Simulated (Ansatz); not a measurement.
# YAl$_{2}$Pd$_{5}$: pressure against volume

YAl$_{2}$Pd$_{5}$, I4/mmm, a = 4.086 Å, c = 14.759 Å. The structure is a Materials Project entry; whether it is the stable form wasn't checked. Ansatz: PBEsol, PAW, 420 eV, Γ-centred 12×12×12 mesh on 8 atoms, Gaussian smearing 0.10 eV; no spin polarisation. Shape and atoms are relaxed at each volume; pressure is positive in compression.

```tsv
V (Å³/atom)	P (GPa)
14.016	18.30
14.479	11.09
14.941	5.05
15.403	0.00
15.865	-4.22
16.327	?
```

Task: Take V0 = 15.403 Å³/atom, fit the third-order Birch–Murnaghan form to the other rows, and predict the missing pressure.

Result: With the Eulerian strain f = ½[(V0/V)^(2/3) − 1] and y = P/[3f(1 + 2f)^(5/2)], the form is the line y = B0 + 1.5 B0 (B0′ − 4) f. Rows (f, y): 0.03246, 160.6; 0.02105, 158.4; 0.01025, 156.1; -0.00975, 151.6. Means f = 0.01350, y = 156.68; Σ(Δf)² = 0.0009676, ΣΔfΔy = 0.2073; the slope is their ratio. y = 153.8 + 214.2 f GPa, so B0 = 153.8 GPa and B0′ = 4 + 2 × (214.2)/(3 × 153.8) = 4.93. At V = 16.327, f = -0.01905, y = 149.72 and P = -7.76 GPa. The run gave -7.73 GPa, so the fit is 0.03 GPa too low, a small miss on the scale of the series. The form still works here, 25 % of the fitted range beyond its end.

Cost: 6 runs of about 43 core-minutes in all, on AMD EPYC 7R43 (Zen 3) (shared hosts).